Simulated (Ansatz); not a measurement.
**Clamped-ion strain scan in Li**

Computed with DFT PBE, scalar-relativistic, plane waves, PAW (Ansatz). Cutoff 420 eV, Γ-centred 20×20×20 k-points, Gaussian smearing of 0.15 eV. No spin polarisation. Energies are free energies at this smearing, counted from the undisturbed cell; pressure is positive in compression.

The starting cell (as given, not relaxed at this level; it stands at -0.7 GPa):

```
Li
1.0
    -1.75000    1.75000    1.75000
     1.75000   -1.75000    1.75000
     1.75000    1.75000   -1.75000
Li
1
Direct
  0.00000 0.00000 0.00000
```

The cell is strained by ε times the Voigt pattern (1, 0, 0, 0, 0, 0) (xx, yy, zz, yz, xz, xy; engineering shear) with fractional coordinates fixed. The cell is metallic on the mesh throughout.

```
      ε  ΔE (meV/atom) stress summed along the pattern (GPa, tension positive) pressure (GPa)
-0.0200           -1.6                                                     0.48            -0.5
-0.0150           -1.3                                                     0.54            -0.5
-0.0100           -0.9                                                     0.60            -0.6
-0.0050           -0.5                                                     0.66            -0.7
 0.0000            0.0                                                     0.72            -0.7
 0.0050            0.5                                                     0.77            -0.8
 0.0100            1.0                                                     0.82            -0.8
 0.0150            1.6                                                     0.87            -0.9
 0.0175            1.9                                                     0.90            -0.9
 0.0200            2.2                                                     0.92            -0.9
```